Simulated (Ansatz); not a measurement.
## Cs: from a starting cell to a relaxed one

The start is a randomly generated symmetric cell of Cs (space group No. 123). The cell and all atomic positions are relaxed at zero pressure with r2SCAN (plane waves to 500 eV, PAW, scalar-relativistic; Ansatz, a program for electronic structure). The first steps use a coarse 5×5×4 k-mesh.

Starting cell:
```
CELL_PARAMETERS angstrom
      6.87499     0.00000     0.00000
      0.00000     6.87499     0.00000
      0.00000     0.00000     9.49118
ATOMIC_POSITIONS crystal
  Cs 0.00000 0.00000 0.65457
  Cs 0.00000 0.00000 0.34543
  Cs 0.50000 0.50000 0.12364
  Cs 0.50000 0.50000 0.87636
```

### Question
Does the structure survive the relaxation? Give the final space group.

### Answer
The space group goes from P4/mmm (No. 123) to Pm-3m (No. 221); the end is simple cubic type, with 1 atom in the primitive cell.

### Question
How much energy is released per atom?

### Answer
About 2.0 eV/atom.

### Question
How does the volume change?

### Answer
+13.9 %, from 112.15 to 127.75 Å³/atom.

### Question
Is the relaxed structure metallic? Give its gap.

### Answer
No gap (metallic).

### Question
Give the final cell and atomic positions.

### Answer

```cif
data_Cs
_chemical_formula_sum 'Cs1'
_space_group_name_H-M_alt 'Pm-3m'
_space_group_IT_number 221
_space_group_name_Hall '-P 4 2 3'
_cell_length_a 5.03635
_cell_length_b 5.03635
_cell_length_c 5.03635
_cell_angle_alpha 90.000
_cell_angle_beta 90.000
_cell_angle_gamma 90.000
loop_
_atom_site_label
_atom_site_type_symbol
_atom_site_symmetry_multiplicity
_atom_site_Wyckoff_symbol
_atom_site_fract_x
_atom_site_fract_y
_atom_site_fract_z
_atom_site_occupancy
Cs1 Cs 1 a 0.00000 0.00000 0.00000 1
```

Final values are on a 9×9×9 k-mesh of the relaxed cell. The start holds a very short contact (Cs–Cs 2.35 Å). No spin polarisation in the result.

The run could not lose the symmetry of its start: the end is stationary, and may be a saddle point rather than a minimum.

The relaxed structure here is a generated cell of Cs: the first start was made by a random draw of sites in a space group, and the end was not matched to a known phase here, so it may be hypothetical. Known forms of Cs include space group No. 229.
